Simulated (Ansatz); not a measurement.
# Metals for microwave surfaces, plasmonics and heat sinking

A comparison from first-principles data. Surface loss at microwave frequencies, Drude damping in the near infrared and electronic heat conduction all follow from the resistivity and the plasma energy of a metal.

fcc Ag serves as the reference. Frequency 10 GHz, photon energy 1.2 eV, T = 300 K, Lorenz number 2.44×10⁻⁸ WΩ/K². All rows are cubic metals, run without spin polarisation.

**Data**

Computed with Ansatz, a plane-wave PAW program. resistivity, plasma energy, N(E_F): PBEsol, Boltzmann equation with harmonic phonons, 300 K, mean over directions.

Definitions used: R_s = √(πfμ₀ρ) = 6.283 mΩ × √(f ρ); ħγ = ħε₀ω_p²ρ = 0.1345 meV × (ħω_p)² ρ; quality = ω/γ; κ_e = L₀T/ρ = 732/ρ.

| crystal | ρ (μΩ·cm) | ħω_p (eV) | N(E_F) (states/eV/atom) | surface resistance (mΩ) | damping ħγ (meV) | Drude quality | electronic κ (W/(m·K)) |
|---|---|---|---|---|---|---|---|
| TaC (rock salt) | 15 | 8.3 | 0.31 | 77 | 139 | 8.6 | 49 |
| fcc Ir | 4.4 | 10.7 | 0.89 | 42 | 67.8 | 18 | 170 |
| Be2B (Fm-3m, cF12) | 4.8 | 8.9 | 0.25 | 44 | 51.1 | 23 | 150 |
| bcc W | 5.1 | 7.9 | 0.44 | 45 | 42.8 | 28 | 140 |
| YRh3B (cubic perovskite) | 21 | 3.8 | 0.75 | 91 | 40.8 | 29 | 35 |
| fcc Ag, reference | 1.6 | 9.2 | 0.26 | 25 | 18.2 | 66 | 460 |

Not checked to be the ambient phase: Be2B (Fm-3m, cF12); YRh3B (cubic perovskite). Spin–orbit coupling is left out unless named.

**Worked example**

For TaC, step by step:

R_s = 6.283 × √(10 × 15) = 77 mΩ; ħγ = 0.1345 × 8.3² × 15 = 139 meV; Drude quality: 1200/139 = 8.6; κ_e = 732/15 = 49 W/(m·K).

**Result**

In order of Drude quality, highest first: fcc Ag (66 ± 12), YRh3B (cubic perovskite) (29 ± 5.5) ≈ bcc W (28 ± 5.3) ≈ Be2B (Fm-3m, cF12) (23 ± 4.4) ≈ fcc Ir (18 ± 3.3), TaC (8.6 ± 1.6). The ± follows from allowances picked for this note (resistivity 12 %, plasma energy 4 %, 12 % for the model), carried to first order and added in quadrature; ≈ joins neighbours closer than their two ± added in quadrature. 0 of the 5 others clearly beat the reference on this figure.

The trade-off between high Drude quality and high plasma energy leaves these rows undominated: fcc Ir (18, 10.7); fcc Ag (66, 9.2). The reference is on the front.

The usual expectation is that resistivity rises with N(E_F) (a high density of slow d states gives more final states to scatter into without carrying much current). These rows show no such trend (rank correlation 0.26 over 6 rows); without fcc Ir it is 0.80.

**Caveats**

Only phonon scattering is included, so films lose more. Interband absorption, often the larger optical loss, is outside the Drude quality. Resistivities move by up to 12 % from half the mesh. The rows are a sample of cubic metals; oxides, V to Ni (no spin in these runs) and Tl, Pb, Bi were not drawn. Limits of the draw: cubic metals without O, V to Ni, Tl, Pb or Bi. As a rule kept out of such tables: 4f compounds, open-shell compounds run without a Hubbard term, cells found unstable in the tests at hand, cells close to a higher symmetry, and runs set to a pressure or over 12 % in volume from the crystal's fullest run.
